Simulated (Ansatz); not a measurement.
## In$_{3}$GaN$_{4}$: pressure against volume

In$_{3}$GaN$_{4}$, P6_3mc, a = 6.890 Å, c = 5.585 Å. The structure is a Materials Project entry; whether it is the stable form wasn't checked. Ansatz: PBEsol, PAW, 420 eV, Γ-centred 6×6×6 mesh on 16 atoms, Gaussian smearing 0.01 eV; no spin polarisation. Shape and atoms are relaxed at each volume; pressure is positive in compression.

```
V (Å³/atom) P (GPa)
     12.628        ?
     13.058    17.14
     13.489    10.44
     13.919     4.78
     14.350    -0.01
     14.780    -4.04
     15.211    -7.46
     15.785   -11.20
```

**Question.** Take V0 = 14.350 Å³/atom, count pressures from its P0 = -0.01 GPa, fit the third-order Birch–Murnaghan form to the other rows, and predict the missing pressure.

**Answer.** With the Eulerian strain f = ½[(V0/V)^(2/3) − 1] and y = (P − P0)/[3f(1 + 2f)^(5/2)], the form is the line y = B0 + 1.5 B0 (B0′ − 4) f. Rows (f, y): 0.03246, 150.5; 0.02106, 149.2; 0.01027, 147.8; -0.00975, 144.7; -0.01905, 143.7; -0.03078, 142.0. Means f = 0.0007017, y = 146.32; Σ(Δf)² = 0.003005, ΣΔfΔy = 0.4102; the slope is their ratio. y = 146.2 + 136.5 f GPa, so B0 = 146.2 GPa and B0′ = 4 + 2 × (136.5)/(3 × 146.2) = 4.62. At V = 12.628, f = 0.04448, y = 152.27 and P = 25.13 GPa. The run gave 25.05 GPa, so the fit is 0.08 GPa too high, a small miss on the scale of the series.

Cost: 8 runs of about 9 core-minutes in all, on AMD EPYC 9R45 (Zen 5) (shared hosts).